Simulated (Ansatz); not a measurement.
**Data sheet: Ir (DFT)**

Ir:
```
CELL_PARAMETERS angstrom
      0.00000     2.76313     2.76313
      2.76313     0.00000     2.76313
      2.76313     2.76313     0.00000
ATOMIC_POSITIONS crystal
  Ir 0.00000 0.00000 0.00000
  Ir 0.25000 0.25000 0.25000
```

Space group Fd-3m (No. 227), diamond; conventional cell a = b = c = 5.5263 Å, α = β = γ = 90.00°.

Method: plane-wave PAW r²SCAN (Ansatz code). Structure relaxed to zero pressure with the same functional. Other levels are named where they apply.

Cell and energy:

```json
{
  "volume_per_atom": "21.10 Å³",
  "density": "15.13 g/cm³"
}
```

Electronic structure:

```json
{
 "electronic_character": "metallic (no gap)",
 "Density of states at the Fermi level": "1.0 states/eV per atom (mean over ±0.08 eV)",
 "Gap with spin–orbit coupling": "none (metallic)"
}
```

Mechanics:

```json
{
 "Bulk modulus (Birch–Murnaghan fit)": "203 GPa",
 "Pressure derivative B′": "4.9",
 "Elastic constants (relaxed ions, GPa)": "C11 = 204, C12 = 202, C44 = 53.8",
 "mechanical_stability": "marginal (the smallest eigenvalue of C is near zero)"
}
```

The start of the workflow was typed in or built on a structure type; neither database checked (COD, Materials Project) lists it. It is not the phase usual at ambient conditions (space group No. 225). The cell was relaxed with r²SCAN under the symmetry of its start; whether a distortion lowers the energy is not shown. The run is not spin-polarised. As this level gives no gap, shear constants depend on the k-mesh and smearing (Fermi–Dirac, 0.1 eV here). Scalar-relativistic: spin–orbit coupling is off unless named, which matters more the heavier the elements.

Potentials: the earlier of the program's two PAW sets.
